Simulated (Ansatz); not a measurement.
LaFeO$_{3}$:
```
CELL_PARAMETERS angstrom
      3.80332     0.00000     0.00000
      0.00000     3.80332     0.00000
      0.00000     0.00000     3.80332
ATOMIC_POSITIONS crystal
  Fe 0.50000 0.50000 0.50000
  O  0.50000 0.50000 0.00000
  O  0.00000 0.50000 0.50000
  O  0.50000 0.00000 0.50000
  La 0.00000 0.00000 0.00000
```
Starting moments (μB, in the order of the atoms Fe O O O La): 2.4 0.1 0.1 0.1 0.0.

Relaxed with PBEsol.

Q: Which orbitals make up the states near the Fermi level in plane-wave PAW PBEsol (Ansatz code)?

A: Within 0.5 eV of the Fermi level: Fe 3d 74 %, O 2p 18 %. Projections are on Löwdin-orthogonalised atomic valence shells; empty p or d shells of many metals are not among them.

Q: Tabulate the density of states.

A: States/eV per cell of 5 atoms, in 0.25 eV bins, energy from the Fermi level.

```csv
E (eV),total,O 2p,La 4f,Fe 3d
-7.85,1.53,1.05,0.01,0.23
-7.60,2.00,1.36,0.01,0.34
-7.35,1.89,1.25,0.01,0.37
-7.10,2.96,1.72,0.01,0.95
-6.85,2.79,1.67,0.01,0.80
-6.60,3.24,2.11,0.02,0.73
-6.35,6.23,4.24,0.03,1.26
-6.10,8.44,5.70,0.04,1.81
-5.85,3.46,2.25,0.03,0.76
-5.60,3.60,2.28,0.03,0.81
-5.35,2.80,1.84,0.03,0.56
-5.10,2.16,1.50,0.03,0.37
-4.85,2.00,1.44,0.03,0.30
-4.60,2.00,1.50,0.04,0.23
-4.35,2.39,1.81,0.04,0.27
-4.10,3.34,2.62,0.07,0.33
-3.85,5.15,4.15,0.12,0.44
-3.60,4.98,4.05,0.09,0.45
-3.35,3.91,3.28,0.07,0.29
-3.10,3.24,2.76,0.07,0.23
-2.85,2.60,2.14,0.06,0.29
-2.60,1.69,1.11,0.03,0.49
-2.35,1.22,0.40,0.01,0.76
-2.10,1.82,0.54,0.02,1.17
-1.85,3.86,1.04,0.03,2.56
-1.60,3.39,1.01,0.04,2.18
-1.35,1.12,0.32,0.01,0.73
-1.10,1.11,0.17,0.01,0.84
-0.85,1.23,0.21,0.01,0.92
-0.60,1.31,0.24,0.02,0.97
-0.35,1.55,0.29,0.03,1.15
-0.10,2.00,0.37,0.04,1.48
0.15,3.09,0.56,0.07,2.30
0.40,4.31,0.76,0.09,3.22
0.65,2.00,0.41,0.05,1.41
0.90,1.21,0.29,0.03,0.79
1.15,1.43,0.32,0.05,0.89
1.40,1.40,0.32,0.12,0.67
1.65,1.80,0.32,0.47,0.57
1.90,6.85,0.36,5.23,0.54
2.15,14.78,0.57,13.06,0.63
2.40,29.54,0.67,27.74,0.61
```

Space group Pm-3m (cubic perovskite). The workflow started from an entry of the Crystallography Open Database (COD), which files this formula under 3 space groups. Its standing as an ambient phase is unchecked. The PBEsol relaxation kept the symmetry of its start; whether a distortion lowers the energy is not shown. Spin order of the final state: ferromagnetic, chosen from 4 collinear starts compared on coarse meshes (ties went to the first, and starts can fall back to one state), not a proven ground state. No Hubbard U is applied. The compound may be a true metal, but semilocal functionals without U, or a wrong spin order, can also close a gap. Scalar-relativistic: spin–orbit coupling is off unless named, which matters more the heavier the elements.

Potentials: the later of the program's two PAW sets.
